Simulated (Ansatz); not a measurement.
NiGe in space group Pnma (No. 62; Ni on 4c, Ge on 4c), DFT-PBE in the program Ansatz with PAW potentials, all energies at zero smearing, with the estimated change up to a 700 eV cutoff added, with one set of potentials and settings (totals compare only within such a set). Cell of 8 atoms (4 Ni, 4 Ge): -40541.310 eV.

| element | reference phase | E (eV/atom) |
|---|---|---|
| Ni | Fm-3m, 1 atoms in the cell, spin-polarised | -5839.7295 |
| Ge | Fd-3m, 2 atoms in the cell | -4294.9907 |

Formation energy per atom, worked out: (-40541.310 − 4×(-5839.7295) − 4×(-4294.9907))/8 = -0.304 eV/atom (-29 kJ per mol of atoms), at 0 K, without zero-point energy or fitted corrections.

The PBE relaxation kept the symmetry of its start. The run is not spin-polarised. The references are the lowest solids computed at this level, not always the standard phases.

Potentials: the earlier of the program's two PAW sets.
